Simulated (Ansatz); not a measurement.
# Is this Cd3Cl3O structure a true minimum?

The structure comes from a generated guess, relaxed at this level; another structure or a mixture of phases may lie lower.

The calculation used DFT PBE, scalar-relativistic, plane waves, PAW in Ansatz. Plane waves to 420 eV, a k mesh through Γ of 8×8×8 on the computed 7-atom cell and Gaussian smearing (0.10 eV); no spin polarisation.

The cell below (7 atoms, space group Pm-3m (No. 221)) is relaxed within its symmetry.

```
CELL_PARAMETERS angstrom
5.35343 0.00000 0.00000
0.00000 5.35343 0.00000
0.00000 0.00000 5.35343
ATOMIC_POSITIONS crystal
Cd 0.50000 0.50000 0.00000
Cd 0.00000 0.50000 0.50000
Cd 0.50000 0.00000 0.50000
Cl 0.50000 0.00000 0.00000
Cl 0.00000 0.50000 0.00000
Cl 0.00000 0.00000 0.50000
O 0.50000 0.50000 0.50000
```

For the test it was strained at random (σ = 1.5 % a component), the atoms were moved at random (σ = 0.05 Å), and all was relaxed again on a coarse 4×4×4 mesh (in the run’s order of axes) with 0.20 eV smearing, with no symmetry imposed.

An odd number of electrons in the primitive cell allows no gap without spin; a larger cell or a magnetic state could open one.

Q: What happens?

A: It doesn't return. The energy falls by 62 meV/atom on that mesh, the volume changes by 7.5 %, and the end has space group R3m (No. 160) at a loose tolerance. Relaxed again on a 6×6×6 mesh with 0.10 eV smearing, the new structure lies 61 meV/atom below the first (mesh in the axes of the run's cell; the cell below is made exact in the group named). Space group R3m (No. 160), trigonal, a = 7.823 Å, c = 9.385 Å. Cd is surrounded by 1 O at 2.19 Å, 2 Cl at 2.67 Å and 2 Cl at 2.91 Å; Cl is surrounded by 2 Cd at 2.67 Å and 2 Cd at 2.91 Å; O is surrounded by 3 Cd at 2.19 Å.

```xyz
7
Lattice="3.9116 2.2584 3.1283 -3.9116 2.2584 3.1283 0.0000 -4.5167 3.1283" Properties=species:S:1:pos:R:3 pbc="T T T"
Cd    1.7215   -0.9939    3.3981
Cd    0.0000    1.9878    3.3981
Cd   -1.7215   -0.9939    3.3981
Cl    0.0000    2.2720    7.6770
Cl   -1.9676   -1.1360    7.6770
Cl    1.9676   -1.1360    7.6770
O     0.0000    0.0000    4.3282
```
